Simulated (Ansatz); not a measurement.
Starting cell, Al (fcc, Cu type):

```yaml
crystal:
  lattice:
    - [0.00000, 4.04047, 4.04047]
    - [2.02024, 2.02024, 4.04047]
    - [2.02024, 2.02024, 0.00000]
  atoms:
    - { symbol: Al, position: [0.00000, 0.00000, 0.00000] }
    - { symbol: Al, position: [0.50000, 0.00000, 0.00000] }
```

The atoms are displaced by Q × the pattern below (from a DFPT mode at X = (0.5, 0.5, 0.0), largest move 1; Q in Å), at fixed cell. (q is in reciprocal vectors of the primitive cell; the cell shown is doubled to hold the pattern.)

```json
[
 {"atom": "Al1", "x": "0.000", "y": "0.000", "z": "-1.000"},
 {"atom": "Al2", "x": "0.000", "y": "0.000", "z": "1.000"}
]
```

All values below come from PBE (plane waves to 420 eV, PAW, scalar-relativistic; Ansatz, a program for electronic structure). k mesh 20×20×20 (Γ-centred), Fermi-Dirac smearing 0.05 eV. The energy includes the smearing's −TS. With partly filled bands, energies and forces of such displacements shift with the k mesh and the smearing. Al was relaxed with its symmetry unable to fall. The zero of ΔE is the undisplaced structure.

```
Q (Å)   −dE/dQ from forces (eV/Å)  ΔE (meV/cell)
------  -------------------------  -------------
-0.180                      3.738            332
-0.150                      3.091            230
-0.120                      2.459            ___
-0.090                      1.829            ___
-0.060                      1.213             36
-0.030                      0.609              9
0.000                       0.000              0
0.030                      -0.609              9
0.060                      -1.213             36
0.090                      -1.829            ___
0.120                      -2.459            ___
0.150                      -3.091            230
0.180                      -3.738            332
```

Question: What belongs in the gaps?

Answer: 
- -0.120, ΔE (meV/cell): 146
- -0.090, ΔE (meV/cell): 82
- 0.090, ΔE (meV/cell): 82
- 0.120, ΔE (meV/cell): 146

(A displaced cell: forces are minus the slopes of the energy, force constants its curvatures, and phonons follow from these.)
